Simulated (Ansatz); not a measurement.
# Is this Sc₄Al structure a true minimum?

The cell was found from a structure generator's guess, not taken from experiment.

Theory: DFT PBE, scalar-relativistic, plane waves, PAW in Ansatz. Plane waves to 420 eV, a k mesh through Γ of 10×10×10 on the computed 5-atom cell and Gaussian smearing (0.10 eV); no spin polarisation.

The cell below (5 atoms, space group I4/m (No. 87)) is relaxed within its symmetry.

```
Sc Al
1.0
    -3.53455    3.53455    2.23650
     3.53455   -3.53455    2.23650
     3.53455    3.53455   -2.23650
Sc Al
4 1
Cartesian
  -0.7666 2.1268 2.2365
  1.4077 2.7679 0.0000
  2.1268 0.7666 2.2365
  4.3012 1.4077 0.0000
  0.0000 0.0000 0.0000
```

For the test a repeat of it with 10 atoms (edges 5.48, 5.48, 8.37 Å) was strained at random (σ = 1.5 % a component), the atoms were moved at random (σ = 0.05 Å), and all was relaxed again on a coarse 4×4×4 mesh (in the run’s order of axes) with 0.20 eV smearing, with no symmetry imposed.

Task: Is the structure stable against such a distortion?

Result: It returns, within 1 meV/atom of the unmoved cell on that mesh and with the same symmetry when read at 0.1 Å (C2/m at 0.01 Å, so small strains and shifts remain). So it is stable against the distortions that fit this cell and that this random move excites. Modes that don't fit the cell aren't tested.
